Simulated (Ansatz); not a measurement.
WSe₂:
```yaml
crystal:
  lattice:
    - [3.27915, 0.00000, 0.00000]
    - [-1.63957, 2.83982, 0.00000]
    - [0.00000, 0.00000, 12.78199]
  atoms:
    - { symbol: W, position: [0.66667, 0.33333, 0.75000] }
    - { symbol: W, position: [0.33333, 0.66667, 0.25000] }
    - { symbol: Se, position: [0.33333, 0.66667, 0.88176] }
    - { symbol: Se, position: [0.66667, 0.33333, 0.11824] }
    - { symbol: Se, position: [0.66667, 0.33333, 0.38176] }
    - { symbol: Se, position: [0.33333, 0.66667, 0.61824] }
```

Relaxed with PBE+D3(BJ). Special points in fractions of this cell's reciprocal vectors: Γ (0.000, 0.000, 0.000); M (0.500, 0.000, 0.000); K (0.333, 0.333, 0.000); A (0.000, 0.000, 0.500); L (0.500, 0.000, 0.500); H (0.333, 0.333, 0.500).

Q: List the band energies nearest the valence-band maximum at these points for PBE+D3(BJ) (plane waves, PAW; program Ansatz).

A: In eV from the valence-band maximum; about four levels below and three above (degenerate sets whole), none deeper than 8.9 eV; points with the same levels are listed once.

| k | below | above |
|---|---|---|
| Γ | -1.46 -1.46 -1.20 -0.96 0.00 | 2.63 2.63 2.68 2.68 |
| M | -1.49 -1.38 -1.30 -1.06 | 2.16 2.21 2.28 |
| K | -2.56 -2.56 -0.49 -0.19 | 1.37 1.37 1.74 |
| A | -1.49 -1.49 -1.49 -1.49 -0.20 -0.20 | 2.63 2.63 2.63 2.63 |
| L | -1.37 -1.37 -1.22 -1.22 | 2.18 2.18 2.52 2.52 |
| H | -2.80 -2.80 -0.36 -0.36 | 1.37 1.37 2.35 2.35 |

Space group P6_3/mmc. The cell was relaxed with PBE+D3(BJ) under the symmetry of its start. No spin polarisation was allowed. Spin–orbit coupling is left out wherever it is not named.

Potentials: the earlier of the program's two PAW sets.
